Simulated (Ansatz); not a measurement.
## BaTiAu, a known structure type with other elements, at an estimated volume

```xyz
9
Lattice="7.6114 0.0000 0.0000 -3.8057 6.5916 0.0000 0.0000 0.0000 4.2504" Properties=species:S:1:pos:R:3 pbc="T T T"
Au    0.0000    0.0000    2.1252
Ba    1.8648    0.0000    0.0000
Ba    2.8733    4.9767    0.0000
Ba   -0.9324    1.6149    0.0000
Au   -0.0004    4.3946    0.0000
Au    3.8061    2.1970    0.0000
Ti    4.4526    0.0000    2.1252
Ti    1.5794    2.7355    2.1252
Ti   -2.2263    3.8561    2.1252
```

Method: PBE, no spin polarisation; PAW, plane waves to 420 eV, 5×5×8 Γ-centred mesh, fermi-dirac occupations (width 0.0344 eV) (Ansatz 0.2.0), atoms fixed.

Question: Is there a gap?

Answer: It is a metal, with about 18 states/eV a cell as the mean within 0.25 eV of the Fermi level, mostly Ti d (76 %).

Question: Where is the largest force?

Answer: The largest is on Ba2 (and as large on other atoms): 2.32 eV/Å, components (2.32, 0.00, 0.00). It makes 131° with the line to a nearest neighbour, Au1 at 2.83 Å.

Question: Give the Bader charges.

Answer: Bader charges in e: Ba +0.73, Ti +0.86, Au -1.67 to -1.42. In the mean Ti gives up most and Au takes most.

Question: Is the cell too large or too small?

Answer: The pressure is 10.7 GPa (compression positive), so with the atoms held at these fractions the cell would first expand; the forces are large, so a full relaxation may end otherwise.

Origin: a known structure type with other elements, at an estimated volume, so it need not be a known compound. Caveats: many states at the Fermi level without spin polarisation, so a magnetic state may lie lower; atoms or cell far from equilibrium.
